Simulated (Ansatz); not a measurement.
GaCo:
```
GaCo
1.0
    2.83996     0.00000     0.00000
    0.00000     2.83996     0.00000
    0.00000     0.00000     2.83996
Co Ga
1 1
Direct
  0.00000   0.00000   0.00000
  0.50000   0.50000   0.50000
```

Relaxed with PBEsol. Special points in fractions of this cell's reciprocal vectors: Γ (0.000, 0.000, 0.000); X (0.000, 0.500, 0.000); M (0.500, 0.500, 0.000); R (0.500, 0.500, 0.500).

### Question
List the band energies nearest the Fermi level at these points for PBEsol with spin–orbit coupling (plane waves, PAW; program Ansatz).

### Answer
In eV from the Fermi level; about four levels below and three above (degenerate sets whole), none deeper than 8.9 eV; points with the same levels are listed once.

```
k                                below                          above
-  -----------------------------------  -----------------------------
Γ  -0.82 -0.82 -0.82 -0.82 -0.70 -0.70  5.05 5.05 5.37 5.37 5.37 5.37
X              -1.83 -1.83 -0.78 -0.78          0.09 0.09 10.83 10.83
M              -1.27 -1.27 -0.29 -0.29            2.46 2.46 3.28 3.28
R              -0.25 -0.25 -0.25 -0.25            0.86 0.86 3.76 3.76
```

Space group Pm-3m (CsCl type). The cell was relaxed with PBEsol under the symmetry of its start; of distortions, only those at the zone centre were tested. The workflow began spin-polarised and lost its moments.

Potentials: the later of the program's two PAW sets.
